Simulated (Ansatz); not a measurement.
Si$_{3}$P$_{4}$ in space group Fd-3m (No. 227; Si on 16c, Si on 8b, P on 32e) under volume change, plane-wave PAW PBE (Ansatz code), shape and atoms relaxed at each volume.

```tsv
V (Å³/atom)	E − E(relaxed) (meV/atom)	P (GPa)
15.755	52.5	11.82
16.274	21.9	7.19
16.794	?	?
17.313	0.0	-0.01
17.832	?	?
18.352	17.5	-5.09
18.871	37.3	-7.02
```

Problem. Fill in the missing entries.

Solution. 
- 17.832, E − E(relaxed) (meV/atom): 4.7
- 17.832, P (GPa): -2.78
- 16.794, E − E(relaxed) (meV/atom): 5.1
- 16.794, P (GPa): 3.27

Problem. What does a third-order Birch–Murnaghan fit give for V₀, B₀ and B′?

Solution. V₀ = 17.31 Å³/atom, B₀ = 100 GPa, B′ = 4.8.

The start of the workflow was typed in or built on a structure type; neither database checked (COD, Materials Project) lists it. Whether it is the stable phase at ambient conditions was not checked. The PBE relaxation kept the symmetry of its start; whether a distortion lowers the energy is not shown.

Potentials: the earlier of the program's two PAW sets.
